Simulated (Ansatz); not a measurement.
LaGa₂ (space group P6/mmm)

```cif
data_Ga2La
_chemical_formula_sum 'La1 Ga2'
_space_group_name_H-M_alt 'P6/mmm'
_space_group_IT_number 191
_space_group_name_Hall '-P 6 2'
_cell_length_a 4.29515
_cell_length_b 4.29515
_cell_length_c 4.49178
_cell_angle_alpha 90.000
_cell_angle_beta 90.000
_cell_angle_gamma 120.000
loop_
_atom_site_label
_atom_site_type_symbol
_atom_site_symmetry_multiplicity
_atom_site_Wyckoff_symbol
_atom_site_fract_x
_atom_site_fract_y
_atom_site_fract_z
_atom_site_occupancy
La1 La 1 a 0.00000 0.00000 0.00000 1
Ga1 Ga 2 d 0.33333 0.66667 0.50000 1
```

E(V) scan at fixed shape, V₀ the volume above. Symmetry pins the atoms to their sites.

These are r2SCAN (plane waves to 500 eV, PAW, scalar-relativistic; Ansatz, a first-principles code) values and carry that method's errors. k mesh 13×13×10 (Γ-centred), Fermi-Dirac smearing 0.05 eV. The energy includes the smearing's −TS. LaGa2 is run without spin polarisation. LaGa2 was relaxed with its symmetry unable to fall. The zero of ΔE is the relaxed starting cell.

Problem. Predict the ΔE (meV/atom) at V/V₀ = 0.872, 0.904, 0.936, 0.968, 1.032, 1.064, 1.096, 1.128.

Solution. 
```csv
V/V₀,ΔE (meV/atom)
0.872,115
0.904,61
0.936,25
0.968,6
1.032,5
1.064,20
1.096,43
1.128,73
```

(Under strain, the slope of the energy per volume gives the stress and its curvature an elastic modulus.)
